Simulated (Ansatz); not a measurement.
InSb in space group I-4m2 (No. 119; In on 2d, Sb on 2a), plane-wave PAW r²SCAN (Ansatz code), all energies at zero smearing, with the estimated change up to a 700 eV cutoff added, with one set of potentials and settings (totals compare only within such a set). Cell of 2 atoms (1 In, 1 Sb): -12111.016 eV.

```json
[
 {"element": "In", "reference phase": "I4/mmm, 1 atoms in the cell", "E (eV/atom)": "-5611.8204"},
 {"element": "Sb", "reference phase": "R-3m, 2 atoms in the cell", "E (eV/atom)": "-6499.1272"}
]
```

Formation energy per atom, worked out: (-12111.016 − 1×(-5611.8204) − 1×(-6499.1272))/2 = -0.034 eV/atom (-3 kJ per mol of atoms), at 0 K, without zero-point energy or fitted corrections.

The first step of the workflow began from a Materials Project structure, measured or hypothetical; the Crystallography Open Database copy checked does not list it. It is not the phase usual at ambient conditions (space group No. 216). The cell keeps a stress of up to 0.2 GPa. The r²SCAN relaxation kept the symmetry of its start; its stability against distortions is not shown here. The references are the lowest solids computed at this level, not always the standard phases. Scalar-relativistic: spin–orbit coupling is off unless named, which matters more the heavier the elements.

Potentials: the later of the program's two PAW sets.
